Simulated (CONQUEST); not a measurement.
CONQUEST run on SiC (P6_3mc, 8 atoms in the cell; from Materials Project mp-7140, changed as shown): self-consistent single point.

Level of theory: PBE, numerical atomic orbitals double-zeta with polarisation (the shipped basis), PseudoDojo norm-conserving potentials made for PBE (CONQUEST).

The change in words: volume scaled by 0.94. Reference geometry (P6_3mc):
```
CELL_PARAMETERS angstrom
      3.07351     0.00000     0.00000
      0.00000     5.32348     0.00000
      0.00000     0.00000     5.04525
ATOMIC_POSITIONS crystal
  Si 0.00000 0.33333 0.49960
  Si 0.50000 0.16667 0.99960
  Si 0.50000 0.83333 0.49960
  Si 0.00000 0.66667 0.99960
  C  0.00000 0.33333 0.87540
  C  0.50000 0.16667 0.37540
  C  0.50000 0.83333 0.87540
  C  0.00000 0.66667 0.37540
```

Reference input (self-consistent single point, DFT, PBE, numerical atomic orbitals double-zeta with polarisation (the shipped basis), PseudoDojo norm-conserving potentials made for PBE): basis = DZP; Diag.MPMeshX, Y, Z = 6 3 3; potentials = PseudoDojo norm-conserving PBE; Grid.GridCutoff = 140 Ha; DM.SolutionMethod = diagon; Diag.kT = 0.000367 Ha; Diag.GammaCentred = true; minE.SCTolerance = 1.0e-07; SC.MaxIters = 100; SC.LinearMixingFactor = 0.5; AtomMove.TypeOfRun = static. This run's input differs from it in these lines:

```diff
@@ -29,5 +29,5 @@
 # file: SiC.in
-     5.808092141      0.000000000      0.000000000
-     0.000000000     10.059911671      0.000000000
-     0.000000000      0.000000000      9.534140730
+     5.689525055      0.000000000      0.000000000
+     0.000000000      9.854549464      0.000000000
+     0.000000000      0.000000000      9.339510278
 8
```

Log, with long lists cut:

```
    new_SC_potl: Starting.  Tolerance:  0.10000E-06

    PulayMixSC: Starting Pulay mixing, A_up =  0.500 A_dn =  0.500
    PulayMixSC: Spin non-polarised calculation.
          Harris-Foulkes Energy            :       -41.280721003395925 Ha
          (TS=0 as O(N) or entropic contribution is negligible)
          DFT Total Energy                 :       -40.669879009874435 Ha
          Total number of electrons        :        32.000000000000242
    PulayMixSC: Pulay iteration     1 residual:              0.11804E-01
          Harris-Foulkes Energy            :       -41.013842328870297 Ha
   [... lines left out ...]
          (TS=0 as O(N) or entropic contribution is negligible)
          DFT Total Energy                 :       -41.007326690278049 Ha
          Total number of electrons        :        32.000006335814113
    PulayMixSC: Pulay iteration     7 residual:              0.25058E-06
          Harris-Foulkes Energy            :       -41.007326690318315 Ha
          (TS=0 as O(N) or entropic contribution is negligible)
          DFT Total Energy                 :       -41.007326690284415 Ha
          Total number of electrons        :        32.000006336745983
    PulayMixSC: Pulay iteration     8 residual:              0.94109E-07
    PulayMixSC: Reached SCF tolerance of  0.94109E-07 after      8 iterations
      | Number of electrons      =        32.000006
      |* band energy as 2Tr[K.H] =       -15.829948337612709 Ha
      |  screened ion-ion energy =       -24.798071291781451 Ha
      |  Ha correction           =        -1.651396203143443 Ha
      |  XC correction           =         1.272088272453532 Ha
      |* Harris-Foulkes energy   =       -41.007326690318315 Ha
      |* DFT total energy        =       -41.007326690284415 Ha
      |  estimated accuracy      =        -0.000000000033900 Ha

    force: Forces on atoms (Ha/a0)
    force:  Atom   X              Y              Z
    force:     1  -0.0000000664  -0.0000732654   0.0006440138
    force:     2  -0.0000000664   0.0000732654   0.0006440138
   [... lines left out ...]
    force: Maximum force :        0.00071402(Ha/a0) on atom         6 in z direction
   [... lines left out ...]
    force: Force Residual:        0.00068520 Ha/a0
    force: Total stress:        -22.38041242     0.00000000    -0.00000234 GPa
                             0.00000000   -22.41712776     0.00000000
                             0.00000206    -0.00000000   -22.66736989
    force: Average pressure:     22.48830336 GPa

    force: Finished force
    get_E_and_F: Change in energy during last step of electronic optimisation: -0.41702E-10
```

The run converged in 8 iterations. CONQUEST prints the stress tensor with tension positive. Against the reference run the free energy rises by 54.6 meV/atom and the pressure goes from 6.48 to 22.49 GPa.

The program uses no crystal symmetry, so grid and mesh can part values that symmetry would make equal. The atom-centred basis is finite, which shifts total energies and pressures against plane waves. The structure comes from a collection of computed structures, made at another level of theory; the collection holds predicted forms beside known ones. At this pressure the cell is far from its equilibrium volume at this level.

Cost on one core: around 2.4 core-minutes (rough).
